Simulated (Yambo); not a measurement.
**Convergence of the G0W0 gap of KF**

G0W0@LDA for KF (rock salt, space group Fm-3m, No. 225) in Yambo. Reference settings: 4×4×4 Γ-centred k mesh, 140 bands and a 14 Ry block in the screening, 140 bands in G with the Bruneval-Gonze terminator, plasmon pole fitted at 27.2 eV. The LDA gap Γ → Γ on this mesh is 6.40 eV; G0W0 gaps are taken between the same points.

| change from the reference | G0W0 gap Γ → Γ (eV) | shift of the valence edge (eV) | rough Yambo cost |
|---|---|---|---|
| reference settings | 10.58 | -2.62 | 1 |
| 46 bands in W, 46 bands in G | 10.59 | -2.52 | about 1/3 |
| 107 bands in W, 107 bands in G | 10.58 | -2.60 | within a factor of two |
| exchange cut at 20 Ry | 9.99 | -1.97 | – |
| 27 bands in W, 27 bands in G, 8 Ry block | 10.66 | -2.42 | about 1/7 |
| 27 bands in W, 27 bands in G, 11 Ry block | 10.67 | -2.42 | about 1/6 |
| 46 bands in W, 46 bands in G, 2 Ry block | 10.76 | -2.86 | about 1/5 |
| 5 Ry block | 10.48 | -2.58 | within a factor of two |
| 11 Ry block | 10.55 | -2.59 | within a factor of two |
| 2×2×2 mesh | 10.51 | -2.46 | about 1/9 |
| 6×6×6 mesh | 10.59 | -2.65 | about 6× |
| 46 bands in W, 46 bands in G, 5 Ry block, no terminator | 10.45 | -2.33 | about 1/5 |
| 46 bands in W, 46 bands in G, no terminator | 10.34 | -2.14 | about 1/3 |
| 73 bands in W, 73 bands in G, no terminator | 10.37 | -2.28 | within a factor of two |
| no terminator | 10.45 | -2.44 | within a factor of two |

The reference isn't shown to be the converged limit. Costs are rough (shared machines), scaled to the same edge states, and given only for runs that recompute the screening.

Geometry relaxed with LDA; primitive cell a = b = c = 3.647 Å, α = β = γ = 60.00°.

A shift is the quasiparticle energy of the state minus its LDA energy.
